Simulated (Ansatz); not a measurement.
The start is a generated trial cell of Sr in the bcc structure type. Cell shape, volume and atoms are optimised at zero target pressure with r2SCAN (plane waves to 500 eV, PAW, scalar-relativistic; Ansatz, a first-principles code). First-step values are on the input's coarse k-mesh.

Ansatz input (later rounds restart from its end on a renewed k-mesh):
Ansatz 0.2 input:
```yaml
crystal:
  lattice:
    - [-2.41285, 2.41285, 2.41285]
    - [2.41285, -2.41285, 2.41285]
    - [2.41285, 2.41285, -2.41285]
  atoms:
    - { symbol: Sr, position: [0, 0, 0] }
basis: { ecutwfc: 500, ecutrho_ratio: 4, xc_grid: 4, fft_grid_basis: typed }
kpoints: { mp_grid: { grid: [10, 10, 10] } }
hamiltonian:
  xc: r2scan
  dispersion: none
  pseudopotentials: { azcp: { folder: ./paw }, kind: paw }
scf: { occupations: { method: fermi_dirac, width: 0.05 } }
relax: { f_tol: 0.01, max_steps: 100, cell: { stress_tol: 0.02 } }
output: { forces: true, stress: true }
```

Problem. What band gap does the relaxed structure have at this level?

Solution. Zero (metallic).

Problem. Give the final cell and atomic positions.

Solution. 
```cif
data_Sr2
_chemical_formula_sum 'Sr2'
_space_group_name_H-M_alt 'Im-3m'
_space_group_IT_number 229
_space_group_name_Hall '-I 4 2 3'
_cell_length_a 4.81369
_cell_length_b 4.81369
_cell_length_c 4.81369
_cell_angle_alpha 90.000
_cell_angle_beta 90.000
_cell_angle_gamma 90.000
loop_
_atom_site_label
_atom_site_type_symbol
_atom_site_symmetry_multiplicity
_atom_site_Wyckoff_symbol
_atom_site_fract_x
_atom_site_fract_y
_atom_site_fract_z
_atom_site_occupancy
Sr1 Sr 2 a 0.00000 0.00000 0.00000 1
```
(The calculation used a cell of 1 atom; values per cell refer to that cell.)

The space group stays Im-3m (No. 229) (the run could not lower it); the end is bcc (W type), with 1 atom in the primitive cell. Final values are on a 14×14×14 k-mesh of the relaxed cell. No spin polarisation in the result.

The run could not lose the symmetry of its start.

The relaxed structure has the type that Sr is known to take under pressure; here it was relaxed at zero pressure, from a generated start.
